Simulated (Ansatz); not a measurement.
NbSb2:
```xyz
6
Lattice="5.1420 1.8383 0.0000 -5.1420 1.8383 0.0000 -4.2097 0.0000 7.2709" Properties=species:S:1:pos:R:3 pbc="T T T"
Nb     0.1730     1.8383     5.8838
Nb    -4.3827     1.8383     1.3871
Sb    -2.7684     1.8383     6.4763
Sb    -1.4413     1.8383     0.7946
Sb    -5.8656     1.8383     3.8940
Sb     1.6559     1.8383     3.3769
```

Relaxed with r²SCAN. Special points in fractions of this cell's reciprocal vectors: Γ (0.000, 0.000, 0.000); C (0.293, 0.293, 0.000); C2 (-0.293, 0.707, 0.000); Y2 (-0.500, 0.500, 0.000); M2 (-0.500, 0.500, 0.500); D (-0.266, 0.734, 0.500); D2 (0.266, 0.266, 0.500); A (0.000, 0.000, 0.500); L2 (0.000, 0.500, 0.500); V2 (0.000, 0.500, 0.000).

**Question.** List the band energies nearest the Fermi level at these points for r²SCAN in the plane-wave PAW code Ansatz.

**Answer.** In eV from the Fermi level; about four levels below and three above (degenerate sets whole), none deeper than 8.9 eV; points with the same levels are listed once.

| k | below | above |
|---|---|---|
| Γ | -1.51 -0.98 -0.94 -0.42 | 0.53 1.43 2.30 |
| C | -2.15 -1.54 -1.28 -1.09 | 0.77 1.02 1.40 |
| Y2 | -1.58 -0.83 -0.75 -0.32 | 0.05 0.29 0.50 |
| M2 | -1.02 -0.55 -0.52 -0.02 | 0.32 1.14 1.66 |
| D | -2.34 -1.81 -1.68 -0.60 | 0.98 1.17 1.61 |
| A | -1.63 -1.12 -0.77 -0.21 | 0.04 1.65 1.93 |
| L2 | -2.15 -1.63 -1.37 -0.59 | 0.49 1.14 1.74 |
| V2 | -1.89 -1.69 -1.39 -0.95 | 1.31 1.82 1.97 |

Space group C2/m. The first step of the workflow began from a Materials Project structure, measured or hypothetical; the Crystallography Open Database files this formula in space group No. 12, but the cells were not matched. Its standing as an ambient phase is unchecked. Symmetry was held in the r²SCAN relaxation; whether a distortion lowers the energy is not shown. No spin polarisation was allowed. Spin–orbit coupling is left out wherever it is not named.

Potentials: the later of the program's two PAW sets.
